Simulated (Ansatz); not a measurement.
A geometry of Cr away from equilibrium: step 15 of the relaxation of a relaxed Cr cell, doubled along one cell vector, shaken by Gaussian noise of σ = 0.08 Å a coordinate. Method: PBE (plane waves to 420 eV, PAW, scalar-relativistic; Ansatz, a program for electronic structure). Γ-centred k-mesh 15×8×10 on the run's cell (coarser than for final values), Fermi–Dirac smearing 0.05 eV.

```xyz
4
Lattice="-2.5857 2.0355 1.9480 3.8088 -4.0707 1.3873 2.5874 2.0371 -1.9477" Properties=species:S:1:pos:R:3:forces:R:3 pbc="T T T" free_energy=-13510.699 pressure_GPa=9.6
Cr    -0.2691     2.0025     0.9520    0.0000    0.0000    0.0000
Cr     1.6353    -0.0328     1.6457    0.0000    0.0000    0.0000
Cr     0.0707    -0.0339    -0.3689    0.0000    0.0000    0.0000
Cr     1.9751    -2.0692     0.3247    0.0000    0.0000    0.0000
```

Positions in Å, forces in eV/Å, free energy of the cell in eV (comparable only within this code, potentials and settings). Largest force: all forces are below 0.005 eV/Å; the geometry lies 0.07 eV/atom above the end of its relaxation.

No spin polarisation in the result. A magnetic state may lie lower.

Of the parent cell (I4₁/amd (No. 141)): it is a generated cell of Cr: the first start was made by placing the elements on the sites of a structure type, and the end was not matched to a known phase here, so it may be hypothetical. Known forms of Cr include space group No. 229.
